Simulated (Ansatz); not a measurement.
The relaxed structure here is a generated cell of Fe: the first start was made by placing the elements on the sites of a structure type, and the end was not matched to a known phase here, so it may be hypothetical. Known forms of Fe include space group No. 229.

One starting cell of Fe (a generated cell, Fe placed in the diamond structure type) was relaxed twice with Ansatz (plane waves, PAW, scalar-relativistic): with r2SCAN at 500 eV and with PBE at 420 eV. The r2SCAN result:

```xyz
2
Lattice="0.0000 2.4060 2.4060 2.4060 0.0000 2.4060 2.4060 2.4060 0.0000" Properties=species:S:1:pos:R:3 pbc="T T T"
Fe     3.6091     3.6091     3.6091
Fe     2.4060     2.4060     2.4060
```

```csv
quantity,r2SCAN,PBE
space group,Fd-3m,Fd-3m
volume (Å³/atom),13.93,(withheld)
a (Å),4.812,(withheld)
"gap (eV, no spin-orbit coupling)",0.00,(withheld)
```

Question: Fill in the PBE column.

Answer: 
- volume (Å³/atom), PBE: 14.47
- a (Å), PBE: 4.874
- gap (eV, no spin-orbit coupling), PBE: 0.00

Both levels end in the same structure; PBE's volume is 3.9 % larger. Neither column is exact.

No spin polarisation in the result. A magnetic state may lie lower.

The run could not lose the symmetry of its start, so the end can be a saddle point.

All atoms sit on sites fixed by symmetry, so only the cell could relax.

Ansatz is an electronic-structure program.
